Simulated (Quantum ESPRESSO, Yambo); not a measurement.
**G0W0 results for Cs2KCoF6**

```
Cs2KCoF6
1.0
    0.00000     4.51872     4.51872
    4.51872     0.00000     4.51872
    4.51872     4.51872     0.00000
F K Co Cs
6 1 1 2
Cartesian
  4.51872   1.88883   4.51872
  4.51872   7.14862   4.51872
  7.14862   4.51872   4.51872
  1.88883   4.51872   4.51872
  4.51872   4.51872   1.88883
  4.51872   4.51872   7.14862
  4.51872   4.51872   4.51872
  0.00000   0.00000   0.00000
  2.25936   2.25936   2.25936
  6.77809   6.77809   6.77809
```

The geometry is that of Materials Project entry mp-540729, symmetrised and not relaxed again.

Starting point: PBEsol (pw.x of Quantum ESPRESSO, ONCV potentials, scalar-relativistic). G0W0 in Yambo: 2×2×2 Γ-centred k mesh, bands 5 to 277 and a 7 Ry block in the screening, 277 bands in G with the Bruneval-Gonze terminator, plasmon pole fitted at 27.2 eV.

```json
{
  "PBEsol gap along the band path": "1.11 eV",
  "PBEsol gap between the mesh's edge points (X → X)": "1.11 eV",
  "G0W0 gap between the same points": "4.67 eV"
}
```

| k point | band | E PBEsol (eV) | E QP (eV) | shift (eV) | Z |
|---|---|---|---|---|---|
| Γ | VB | -0.02 | -1.27 | -1.25 | 0.75 |
| Γ | CB | 1.22 | 3.57 | 2.35 | 0.76 |
| L | VB | -0.01 | -1.26 | -1.24 | 0.75 |
| L | CB | 1.29 | 3.63 | 2.34 | 0.76 |
| X | VB | 0.00 | -1.24 | -1.24 | 0.75 |
| X | CB | 1.11 | 3.43 | 2.31 | 0.76 |

Energies count from the PBEsol valence-band maximum.

Nearest settings tried, and what they do to the gap: 182 bands in W, 182 bands in G: -8 meV; 6 Ry block (339 vectors against 411): +104 meV. Not varied: mesh. So the settings aren't converged at that level. The k mesh is coarse.

The 3d shell has no Hubbard U; the runs are without spin polarisation, and magnetic order was not tried.

The structure is a Materials Project entry; no match was found in the copy of COD used, and its stability was not checked.
